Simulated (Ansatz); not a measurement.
Geometry optimisation in Ansatz: input, command and trajectory.

```yaml
crystal:
  lattice:
    - [3.4737549071, -1.9807998699, 0.0]
    - [3.4737549071, 1.9807998699, 0.0]
    - [0.0, 0.0, 8.425367006]
  atoms:
    - { symbol: Br, position: [0.8444389633, 0.1555610367, 0.1201352073] }
    - { symbol: Br, position: [0.6555610367, 0.3444389633, 0.6201352073] }
    - { symbol: Br, position: [0.1555610367, 0.8444389633, 0.8798647927] }
    - { symbol: Br, position: [0.3444389633, 0.6555610367, 0.3798647927] }
basis:
  ecutwfc: 420
kpoints:
  mp_grid: { grid: [8, 8, 4] }
hamiltonian:
  xc: pbesol
scf:
  occupations: { method: gaussian, width: 0.02 }
output:
  forces: true
  stress: true
  eigenvalues: true
relax:
  adjacent_minimum: "off"
  f_tol: 0.01
  max_steps: 30
  cell: { stress_tol: 0.1, fix: [volume] }
```

```bash
ansatz run input.yaml --threads 1 --pin off --max-ram 2560MiB --backend cpu --events-out ev --progress --plain --runs-dir out
```

Method: DFT PBEsol, scalar-relativistic, plane waves, PAW (Ansatz).

The volume is held at 0.94 times that of the relaxed cell.

Of 5 frames 4 are shown, positions in Å and forces in eV/Å; the SCF threshold varies from step to step. Steps run on the plane waves of an earlier cell, with a Pulay correction in the pressure. The basis is chosen afresh for the last frame, the zero of the energies, and at times for earlier ones too; energy and pressure step there, also at an unchanged geometry.

```xyz
4
Lattice="3.4738 -1.9808 0.0000 3.4738 1.9808 0.0000 0.0000 0.0000 8.4254" Properties=species:S:1:pos:R:3:forces:R:3 pbc="T T T" step=1 free_energy_over_end_meV_per_atom=2.69 pressure_GPa=1.53
Br    3.4738   -1.3645    1.0122    0.0000    0.1416    0.1469
Br    3.4738   -0.6163    5.2249    0.0000   -0.1416    0.1469
Br    3.4738    1.3645    7.4132    0.0000   -0.1416   -0.1469
Br    3.4738    0.6163    3.2005    0.0000    0.1416   -0.1469
4
Lattice="3.4205 -1.9833 0.0000 3.4205 1.9833 0.0000 0.0000 0.0000 8.5459" Properties=species:S:1:pos:R:3:forces:R:3 pbc="T T T" step=2 free_energy_over_end_meV_per_atom=1.16 pressure_GPa=0.43
Br    3.4205   -1.3500    1.0148    0.0000   -0.0432    0.1021
Br    3.4205   -0.6333    5.2878    0.0000    0.0432    0.1021
Br    3.4205    1.3500    7.5311    0.0000    0.0432   -0.1021
Br    3.4205    0.6333    3.2581    0.0000   -0.0432   -0.1021
4
Lattice="3.4282 -1.9903 0.0000 3.4282 1.9903 0.0000 0.0000 0.0000 8.4965" Properties=species:S:1:pos:R:3:forces:R:3 pbc="T T T" step=3 free_energy_over_end_meV_per_atom=0.07 pressure_GPa=0.65
Br    3.4282   -1.3639    1.0190    0.0000    0.0078    0.0385
Br    3.4282   -0.6264    5.2672    0.0000   -0.0078    0.0385
Br    3.4282    1.3639    7.4775    0.0000   -0.0078   -0.0385
Br    3.4282    0.6264    3.2293    0.0000    0.0078   -0.0385
4
Lattice="3.4262 -1.9932 0.0000 3.4262 1.9932 0.0000 0.0000 0.0000 8.4893" Properties=species:S:1:pos:R:3:forces:R:3 pbc="T T T" step=5 free_energy_over_end_meV_per_atom=0.00 pressure_GPa=0.62
Br    3.4262   -1.3672    1.0206    0.0000    0.0070    0.0097
Br    3.4262   -0.6260    5.2653    0.0000   -0.0070    0.0097
Br    3.4262    1.3672    7.4686    0.0000   -0.0070   -0.0097
Br    3.4262    0.6260    3.2240    0.0000    0.0070   -0.0097
```

Time: 37 s on 1 thread of Arm Neoverse V1, on a shared host, peak memory 0.41 GiB.

The cell holds layers, and where no dispersion correction was added their binding is poorly described.